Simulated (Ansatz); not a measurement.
One geometry, model NaTi2 in a rock-salt lattice with a pair of atoms on one site, strained and with atoms displaced, expanded, was computed with LDA (PW92) and PBE (all-electron, scalar-relativistic, Ansatz, no spin). 2×2×2 (shift 0.5, 0.5, 0.5 mesh steps) k-points (coarse, not zone-converged), Fermi–Dirac occupations at kT = 0.15 eV. In metals such a mesh can move stress, forces and moments by their own size. On this fcc-type cell the shift lowers the mesh's symmetry.

Lattice vectors (Å):
```
-3.5457  0.0555  3.6307
-0.1010  3.8085  3.5852
-3.4834  3.7917  0.1177
```

```json
{"atom": "Na1", "x": "0.3716", "y": "0.2519", "z (fractional)": "0.6225"}
{"atom": "Ti2", "x": "0.7703", "y": "0.6315", "z (fractional)": "0.0140"}
{"atom": "Ti3", "x": "0.9805", "y": "0.8656", "z (fractional)": "0.2679"}
```

That is 30.90 Å³ an atom; atoms are numbered as listed.

```csv
run,pressure (GPa),r.m.s. force (eV/Å),force on Ti3 (eV/Å)
run 1,-2.10,0.330,0.339 0.207 0.114
run 2,-4.55,0.304,0.299 0.209 0.103
```

(1) Match the runs to the functionals.

Results:

(1) run 1 is PBE, run 2 is LDA (PW92).
